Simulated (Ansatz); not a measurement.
TaAg:
```cif
data_Ag2Ta2
_chemical_formula_sum 'Ag2 Ta2'
_space_group_name_H-M_alt 'P 1'
_space_group_IT_number 1
_cell_length_a 4.77501
_cell_length_b 2.79108
_cell_length_c 5.30516
_cell_angle_alpha 90.000
_cell_angle_beta 90.000
_cell_angle_gamma 90.000
loop_
_space_group_symop_operation_xyz
  'x, y, z'
loop_
_atom_site_label
_atom_site_type_symbol
_atom_site_fract_x
_atom_site_fract_y
_atom_site_fract_z
_atom_site_occupancy
Ag1 Ag 0.25000 0.00000 0.85319 1
Ag2 Ag 0.75000 0.00000 0.14681 1
Ta1 Ta 0.25000 0.50000 0.35089 1
Ta2 Ta 0.75000 0.50000 0.64911 1
```

Relaxed with PBE.

Q: Which orbitals make up the states near the Fermi level in the program Ansatz at the PBE level (PAW)?

A: Within 0.5 eV of the Fermi level: Ta 5d 77 %, Ag 4d 7 %, outside the projected shells 8 %. Projections are on Löwdin-orthogonalised atomic valence shells; empty p or d shells of many metals are not among them.

Q: Tabulate the density of states.

A: States/eV per cell of 4 atoms, in 0.25 eV bins, energy from the Fermi level.

```csv
E (eV),total,Ag 4d,Ta 5d,Ta 6s
-7.85,0.19,0.00,0.00,0.09
-7.60,0.26,0.00,0.00,0.12
-7.35,0.33,0.01,0.00,0.16
-7.10,0.42,0.02,0.01,0.19
-6.85,0.53,0.04,0.01,0.24
-6.60,0.77,0.16,0.03,0.30
-6.35,3.39,2.22,0.25,0.52
-6.10,8.09,6.18,0.59,0.72
-5.85,9.37,7.57,0.80,0.42
-5.60,10.98,9.30,0.94,0.24
-5.35,10.24,8.86,0.72,0.30
-5.10,7.80,6.80,0.58,0.15
-4.85,7.37,6.42,0.52,0.13
-4.60,8.80,8.04,0.42,0.11
-4.35,8.15,7.34,0.48,0.10
-4.10,6.47,5.68,0.36,0.18
-3.85,3.59,2.77,0.32,0.22
-3.60,1.52,0.69,0.31,0.23
-3.35,1.52,0.44,0.47,0.22
-3.10,1.92,0.47,0.73,0.20
-2.85,1.50,0.34,0.62,0.19
-2.60,1.69,0.37,0.83,0.21
-2.35,2.10,0.48,1.13,0.25
-2.10,2.50,0.52,1.44,0.27
-1.85,3.29,0.45,2.22,0.33
-1.60,3.01,0.33,2.14,0.27
-1.35,3.26,0.30,2.44,0.21
-1.10,3.91,0.33,3.00,0.20
-0.85,4.90,0.42,3.87,0.19
-0.60,4.49,0.37,3.57,0.14
-0.35,3.23,0.25,2.52,0.09
-0.10,2.49,0.19,1.91,0.07
0.15,2.49,0.19,1.89,0.08
0.40,3.10,0.20,2.42,0.11
0.65,3.19,0.21,2.46,0.12
0.90,2.34,0.16,1.74,0.08
1.15,2.55,0.18,1.85,0.10
1.40,1.94,0.13,1.45,0.10
1.65,2.56,0.17,1.95,0.16
1.90,2.15,0.12,1.66,0.11
2.15,2.19,0.11,1.71,0.11
2.40,2.79,0.11,2.19,0.16
2.65,3.00,0.11,2.36,0.17
2.90,3.40,0.12,2.72,0.17
3.15,4.30,0.14,3.49,0.19
3.40,4.03,0.11,3.24,0.18
3.65,2.76,0.06,2.04,0.20
3.90,2.57,0.05,1.78,0.31
4.15,2.70,0.05,1.82,0.29
```

Space group Pmma. The start of the workflow was typed in or built on a structure type; neither database checked (COD, Materials Project) lists it. Its standing as an ambient phase is unchecked. The cell was relaxed with PBE under the symmetry of its start; whether a distortion lowers the energy is not shown. No spin polarisation was allowed. Its formation energy is positive at this level, so the cell may be metastable or incomplete. Spin–orbit coupling is left out wherever it is not named.

Potentials: the later of the program's two PAW sets.
